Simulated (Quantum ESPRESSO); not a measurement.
pw.x input (Quantum ESPRESSO 7.5; LDA, PseudoDojo standard norm-conserving files, scalar-relativistic):

```
&CONTROL
  calculation = 'scf'
  pseudo_dir = './pseudo'
  outdir = './out'
  tprnfor = .true.
  tstress = .true.
/
&SYSTEM
  ibrav = 0
  nat = 5
  ntyp = 3
  ecutwfc = 84.0
  ecutrho = 336.0
  occupations = 'smearing'
  smearing = 'fd'
  degauss = 0.002
  nbnd = 36
/
&ELECTRONS
  conv_thr = 5e-10
/
ATOMIC_SPECIES
Mg 24.3050 Mg.upf
Sb 121.7600 Sb.upf
Ba 137.3270 Ba.upf
CELL_PARAMETERS angstrom
  4.798540199000   0.000000000000   0.000000000000
 -2.399270099000   4.155657713000   0.000000000000
  0.000000000000   0.000000000000   8.205900000000
ATOMIC_POSITIONS crystal
Mg   0.666666667000   0.333333333000   0.376660000000
Mg   0.333333333000   0.666666667000   0.623340000000
Sb   0.666666667000   0.333333333000   0.730510000000
Sb   0.333333333000   0.666666667000   0.269490000000
Ba   0.000000000000   0.000000000000   0.000000000000
K_POINTS automatic
6 6 4 0 0 0
```

End of the output:

```
     total energy              =    -656.38806554 Ry
     estimated scf accuracy    <       0.00000016 Ry
     total energy              =    -656.38806559 Ry
     estimated scf accuracy    <       0.00000001 Ry
[...]
     the Fermi energy is     7.0403 ev
!    total energy              =    -656.38806559 Ry
     estimated scf accuracy    <          1.9E-10 Ry
     smearing contrib. (-TS)   =      -0.00000000 Ry
     internal energy E=F+TS    =    -656.38806559 Ry
     The total energy is F=E-TS. E is the sum of the following terms:
     one-electron contribution =    -403.15924284 Ry
     hartree contribution      =     212.29892388 Ry
     xc contribution           =    -133.26623583 Ry
     ewald contribution        =    -332.26151081 Ry
     convergence has been achieved in   9 iterations
     Forces acting on atoms (cartesian axes, Ry/au):
     atom    1 type  1   force =     0.00000000    0.00000000   -0.00110532
     atom    2 type  1   force =    -0.00000000   -0.00000000    0.00110532
     atom    3 type  2   force =    -0.00000000   -0.00000000    0.00321103
     atom    4 type  2   force =     0.00000000   -0.00000000   -0.00321103
     atom    5 type  3   force =     0.00000000    0.00000000    0.00000000
     Total force =     0.004803     Total SCF correction =     0.000070
     Computing stress (Cartesian axis) and pressure
          total   stress  (Ry/bohr**3)                   (kbar)     P=      -24.65
  -0.00016229   0.00000000   0.00000000          -23.87        0.00        0.00
   0.00000000  -0.00016229   0.00000000            0.00      -23.87        0.00
   0.00000000   0.00000000  -0.00017817            0.00        0.00      -26.21
```
In a gapped system the printed Fermi energy is only some level inside the gap.

Spin-orbit coupling is not included.

Geometry of the Materials Project entry, not relaxed at this level.
